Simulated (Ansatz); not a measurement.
Total density of states per atom from PBEsol in the plane-wave PAW code Ansatz, in 0.25 eV bins, energy from the Fermi level:

(E (eV), states/eV/atom): (-7.85, 0.26); (-7.60, 1.65); (-7.35, 1.50); (-7.10, 0.51); (-6.85, 0.17); (-6.60, 1.70); (-6.35, 1.92); (-6.10, 1.94); (-5.85, 1.97); (-5.60, 0.40); (-5.35, 0.00); (-5.10, 0.00); (-4.85, 0.00); (-4.60, 0.00); (-4.35, 0.00); (-4.10, 0.00); (-3.85, 0.00); (-3.60, 0.00); (-3.35, 0.00); (-3.10, 0.23); (-2.85, 0.76); (-2.60, 1.16); (-2.35, 1.38); (-2.10, 1.74); (-1.85, 1.74); (-1.60, 0.90); (-1.35, 1.20); (-1.10, 0.74); (-0.85, 0.44); (-0.60, 1.73); (-0.35, 1.13); (-0.10, 0.92); (0.15, 0.61); (0.40, 1.01); (0.65, 1.07); (0.90, 1.06); (1.15, 1.08); (1.40, 0.93); (1.65, 0.25); (1.90, 0.07); (2.15, 0.06); (2.40, 0.06); (2.65, 0.07); (2.90, 0.08); (3.15, 0.08); (3.40, 0.09); (3.65, 0.10); (3.90, 0.11); (4.15, 0.12); (4.40, 0.14); (4.65, 0.15); (4.90, 0.17)

Q: Which compound is it?
(A) CoO, I-4m2 (Co on 2a, O on 2d)
(B) ZnInGaO4, R3m (Pearson symbol hR7)
(C) FeBiO3, P4mm (Fe on 1a, Bi on 1b, O on 1a, O on 2c)
(D) MgO, CsCl type

A: A, CoO, I-4m2 (Co on 2a, O on 2d). Within 0.5 eV of the Fermi level: Co 3d 81 %, O 2p 15 %. Projections are on Löwdin-orthogonalised atomic valence shells; empty p or d shells of many metals are not among them.

The start of the workflow was typed in or built on a structure type; neither database checked (COD, Materials Project) lists it. It is not the phase usual at ambient conditions (space group No. 225). The PBEsol relaxation kept the symmetry of its start, as lowered by the spin order; its stability against distortions is not shown here. The final state is antiferromagnetic, chosen from 5 collinear starts compared on coarse meshes (ties went to the first, and starts can fall back to one state), not a proven ground state. No Hubbard U is applied. The compound may be a true metal, but semilocal functionals without U, or a wrong spin order, can also close a gap.

Potentials: the earlier of the program's two PAW sets. The files were generated under PBE; for other functionals the program regenerates the frozen cores, and for LDA and PBEsol the local potential too.
